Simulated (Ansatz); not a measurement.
Cs₂TlAsI₆:
Space group Fm-3m (No. 225); a = b = c = 12.054 Å, α = β = γ = 90.00°

```
atom  site  symmetry       x       y       z
----  ----  --------  ------  ------  ------
Cs      8c      -43m  0.2500  0.2500  0.2500
Tl      4b      m-3m  0.5000  0.5000  0.5000
As      4a      m-3m  0.0000  0.0000  0.0000
I      24e      4m.m  0.0000  0.0000  0.2354
```
(The calculation used a cell of 10 atoms; values per cell refer to that cell.)

Relaxed with PBEsol. The program Ansatz at the PBEsol level (PAW) gives a gap of 0.61 eV.

Question: What gap does HSE06 give on the same cell (Ansatz, PAW)?

Answer: 0.94 eV, 0.33 eV more. The hybrid was solved on a coarser mesh and at special points; its gap is the smallest among all of these.

| k | v1 PBEsol | c1 PBEsol | v1 HSE06 | c1 HSE06 |
|---|---|---|---|---|
| Γ | 0.00 | 0.61 | 0.00 | 0.94 |
| X | -0.46 | 0.94 | ___ | ___ |
| L | -1.37 | 2.13 | ___ | ___ |
| W | -0.89 | 1.07 | ___ | ___ |
| K | -1.01 | 1.11 | ___ | ___ |

Question: Top valence (v1) and lowest conduction level (c1) in eV from each method's valence maximum (which need not be a listed point): supply the withheld HSE06 values.

Answer: 
- X, v1 HSE06: -0.56
- X, c1 HSE06: 1.27
- L, v1 HSE06: -1.89
- L, c1 HSE06: 2.54
- K, v1 HSE06: -1.19
- K, c1 HSE06: 1.45
- W, v1 HSE06: -1.07
- W, c1 HSE06: 1.40

Cost on shared cores: the PBEsol run (SCF on a 4×4×4 mesh, then bands and DOS) around 3 core-minutes (rough), the HSE06 run (SCF on 3×3×3, then a few points) about 14 core-minutes (a rough figure); the tasks are unlike.

The workflow started from a Materials Project entry (that database holds measured and hypothetical structures alike); the Crystallography Open Database copy checked does not list it. Whether it is the stable phase at ambient conditions was not checked. The PBEsol relaxation kept the symmetry of its start; whether a distortion lowers the energy is not shown. Spin–orbit coupling is left out wherever it is not named.

Potentials: the later of the program's two PAW sets.
